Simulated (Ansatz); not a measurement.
A geometry of Ti away from equilibrium: step 2 of the relaxation of a generated cell, Ti placed in the AFLOW prototype A_tP4_129_ac (A_d). Calculation: r2SCAN (plane waves to 500 eV, PAW, scalar-relativistic; Ansatz, a quantum-chemistry and plane-wave program). Γ-centred k-mesh 7×7×10 on the run's cell (coarser than for final values), Fermi–Dirac smearing 0.05 eV. The plane waves were selected for a different cell earlier on the path.

```
CELL_PARAMETERS angstrom
      4.66559     0.00000     0.00000
      0.00000     4.66559     0.00000
      0.00000     0.00000     3.07729
ATOMIC_POSITIONS crystal
  Ti 0.00000 0.00000 0.00000
  Ti 0.50000 0.50000 0.00000
  Ti 0.50000 0.00000 0.42365
  Ti 0.00000 0.50000 0.57635
```

Task: Give the Cartesian forces on all atoms (eV/Å).

Result: 
| atom | Fx | Fy | Fz |
|---|---|---|---|
| Ti1 | 0.00 | 0.00 | 0.00 |
| Ti2 | 0.00 | 0.00 | 0.00 |
| Ti3 | 0.00 | 0.00 | 0.72 |
| Ti4 | 0.00 | 0.00 | -0.72 |

The path ends in I4/mmm (No. 139) (AFLOW prototype A_tI2_139_a (A_a)). No spin polarisation in the result.

The run could not lower the symmetry of its start; a shaken copy of this end point relaxes with r2SCAN to P6₃/mmc (No. 194), 0.12 eV/atom lower.

The end of the path is a generated cell of Ti: the first start was made by placing the elements on the sites of a structure type, and the end was not matched to a known phase here, so it may be hypothetical. Known forms of Ti include space group No. 194.
